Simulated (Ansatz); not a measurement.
MgTe:
```
MgTe
1.0
    0.00000     3.25450     3.25450
    3.25450     0.00000     3.25450
    3.25450     3.25450     0.00000
Te Mg
1 1
Direct
  0.75000   0.75000   0.75000
  0.00000   0.00000   0.00000
```

Relaxed with PBE. Special points in fractions of this cell's reciprocal vectors: Γ (0.000, 0.000, 0.000); X (0.500, 0.000, 0.500); U (0.625, 0.250, 0.625); K (0.375, 0.375, 0.750); L (0.500, 0.500, 0.500); W (0.500, 0.250, 0.750).

Question: List the band energies nearest the valence-band maximum at these points for DFT-PBE in the program Ansatz with PAW potentials.

Answer: In eV from the valence-band maximum; about four levels below and three above (degenerate sets whole), none deeper than 8.9 eV; points with the same levels are listed once.

```csv
k,below,above
Γ,0.00 0.00 0.00,2.33 5.44 5.44 5.44
X,-2.97 -1.14 -1.14,2.88 3.53 9.49 9.49
U,-2.73 -1.87 -0.92,3.47 5.17 7.81
L,-3.13 -0.40 -0.40,3.17 5.52 5.52
W,-2.63 -1.81 -1.39,4.58 5.54 6.14
```

Space group F-43m (zinc blende). The cell was relaxed with PBE under the symmetry of its start. Scalar-relativistic: spin–orbit coupling is off unless named, which matters more the heavier the elements.

Potentials: the later of the program's two PAW sets.
